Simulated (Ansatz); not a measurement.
ScCo₃B₂:
```
CELL_PARAMETERS angstrom
      4.91831     0.00000     0.00000
     -2.45915     4.25938     0.00000
      0.00000     0.00000     2.88384
ATOMIC_POSITIONS crystal
  Sc 0.00000 0.00000 0.00000
  B  0.33333 0.66667 0.00000
  B  0.66667 0.33333 0.00000
  Co 0.50000 0.00000 0.50000
  Co 0.50000 0.50000 0.50000
  Co 0.00000 0.50000 0.50000
```
The run is spin-polarised; directions of the spins, atom by atom: 0 0 0 ↑ ↑ ↑.

Relaxed with r²SCAN.

Question: Tabulate the valence density and the electron localisation function along the shortest Sc–B contact (2.84 Å), plane-wave PAW r²SCAN (Ansatz code).

Answer: 

```csv
distance from Sc (Å),density (e/Å³),ELF
0.28,6.86,0.35
0.43,5.53,0.64
0.57,3.58,0.75
0.71,1.82,0.69
0.85,0.77,0.43
0.99,0.33,0.12
1.14,0.19,0.05
1.28,0.16,0.07
1.42,0.17,0.18
1.56,0.20,0.34
1.70,0.25,0.48
1.85,0.32,0.57
1.99,0.41,0.62
2.13,0.52,0.59
2.27,0.61,0.46
2.41,0.62,0.23
2.56,0.50,0.05
```

The density is the valence pseudo-density with augmentation charge, so density and ELF within about 1 Å of a nucleus are not all-electron values.

Space group P6/mmm. The workflow started from an entry of the Crystallography Open Database (COD). Its standing as an ambient phase is unchecked. The r²SCAN relaxation kept the symmetry of its start, as lowered by the spin order; its stability against distortions is not shown here. The final state is ferrimagnetic, the only order run, not a proven ground state. The program gave a warning on the electronic state, which may not be the lowest.

Potentials: the later of the program's two PAW sets.
